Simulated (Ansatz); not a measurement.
Cells of MgZn2 relaxed with PBEsol (plane waves to 420 eV, PAW, scalar-relativistic; Ansatz, a first-principles code), each with a space-group label. One label is wrong.

**A**, labelled P-6m2 (No. 187)
```xyz
3
Lattice="2.9159 0.0000 0.0000 -1.4580 2.5253 0.0000 0.0000 0.0000 7.1112" Properties=species:S:1:pos:R:3 pbc="T T T"
Mg     0.0000     0.0000     0.0000
Zn     0.0000     1.6835     2.3086
Zn     0.0000     1.6835     4.8026
```

**B**, labelled P2₁/m (No. 11)
```
CELL_PARAMETERS angstrom
      1.95433    -6.01579     0.00000
      1.95433     6.01579     0.00000
      0.00000     0.00000     4.10804
ATOMIC_POSITIONS crystal
  Zn 0.90490 0.09510 0.75000
  Zn 0.09510 0.90490 0.25000
  Zn 0.25378 0.74622 0.75000
  Zn 0.74622 0.25378 0.25000
  Mg 0.58770 0.41230 0.75000
  Mg 0.41230 0.58770 0.25000
```

**C**, labelled Fd-3m (No. 227)
```yaml
crystal:
  lattice:
    - [0.00000, 3.62725, 3.62725]
    - [3.62725, 0.00000, 3.62725]
    - [3.62725, 3.62725, 0.00000]
  atoms:
    - { symbol: Mg, position: [0.75000, 0.75000, 0.75000] }
    - { symbol: Mg, position: [0.50000, 0.50000, 0.50000] }
    - { symbol: Zn, position: [0.12500, 0.12500, 0.12500] }
    - { symbol: Zn, position: [0.62500, 0.12500, 0.12500] }
    - { symbol: Zn, position: [0.12500, 0.12500, 0.62500] }
    - { symbol: Zn, position: [0.12500, 0.62500, 0.12500] }
```

### Question
Which label is wrong, and what should it be (tolerance 0.01 Å)?

### Answer
B: its symmetry is Cmcm (No. 63), oS12; a = 3.909 Å, b = 12.032 Å, c = 4.108 Å, α = 90.00°, β = 90.00°, γ = 90.00°.

Each run could gain symmetry but not lose that of its start, so entries can be saddle points. Known forms of MgZn2 include space group No. 194. That form is not among the structures calculated here. From databases, or of a type measured for this composition: Fd-3m, cF24, cubic Laves (MgCu2 type); the others are generated cells (placed on structure types, drawn at random, substituted or restacked) that were not matched to a known phase here.

No spin polarisation in the result.
